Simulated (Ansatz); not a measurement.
ZnInGaO4:
```
CELL_PARAMETERS angstrom
      1.65745     0.95693     8.58292
     -1.65745     0.95693     8.58292
      0.00000    -1.91385     8.58292
ATOMIC_POSITIONS crystal
  Zn 0.21869 0.21869 0.21869
  In 0.00294 0.00294 0.00294
  Ga 0.78714 0.78714 0.78714
  O  0.29509 0.29509 0.29509
  O  0.71124 0.71124 0.71124
  O  0.12117 0.12117 0.12117
  O  0.86373 0.86373 0.86373
```

This is the PBEsol-relaxed structure. x, y and z are the axes in which the lattice vectors are written.

**Question.** All from PBEsol in the plane-wave PAW code Ansatz, unless another level is named. Predict the Hill bulk and shear moduli.

**Answer.** 171 and 59.6 GPa.

**Question.** And the elastic constants (relaxed ions, GPa)?

**Answer.** C11 = 252, C12 = 140, C13 = 125, C14 = -8.6, C33 = 259, C44 = 60.9.

Space group R3m. The PBEsol relaxation kept the symmetry of its start.

Potentials: the later of the program's two PAW sets.
